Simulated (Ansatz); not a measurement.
The relaxed structure here is a generated cell of IrO2: the first start was made by placing the elements on the sites of a structure type, and the end was not matched to a known phase here, so it may be hypothetical. Known forms of IrO2 include space group No. 136.

One stationary structure of IrO2. Computed with PBEsol (plane waves to 420 eV, PAW, scalar-relativistic; Ansatz, a quantum-chemistry and plane-wave program).

```cif
data_IrO2
_chemical_formula_sum 'Ir1 O2'
_space_group_name_H-M_alt 'P 1'
_space_group_IT_number 1
_cell_length_a 3.70846
_cell_length_b 3.70846
_cell_length_c 3.70846
_cell_angle_alpha 129.910
_cell_angle_beta 129.910
_cell_angle_gamma 73.551
loop_
_space_group_symop_operation_xyz
  'x, y, z'
loop_
_atom_site_label
_atom_site_type_symbol
_atom_site_fract_x
_atom_site_fract_y
_atom_site_fract_z
_atom_site_occupancy
Ir1 Ir 0.00000 0.00000 0.00000 1
O1 O 0.31716 0.31716 0.00000 1
O2 O 0.68284 0.68284 0.00000 1
```

Find the space group and the Wyckoff positions (tolerance 0.01 Å).

Space group I4/mmm (No. 139); a = 3.1398 Å, b = 3.1398 Å, c = 5.9409 Å, α = 90.00°, β = 90.00°, γ = 90.00°

```json
[
 {"atom": "Ir", "site": "2a", "symmetry": "4/mmm", "x": "0.0000", "y": "0.0000", "z": "0.0000"},
 {"atom": "O", "site": "4e", "symmetry": "4mm", "x": "0.0000", "y": "0.0000", "z": "0.3172"}
]
```

Give the shortest distances between elements (the closest pairs, up to four, under 3.6 Å).

Ir–O 1.88 Å; O–O 2.17 Å; Ir–Ir 3.14 Å.

| Quantity | Result |
|---|---|
| Volume per atom | 9.76 Å³ |
| Band gap | zero (metallic) |

No spin polarisation in the result. The relaxed primitive cell holds an odd number of electrons. A magnetic state may lie lower. The d or f electrons are treated with no Hubbard U.

The run could not lose the symmetry of its start, so the end can be a saddle point.
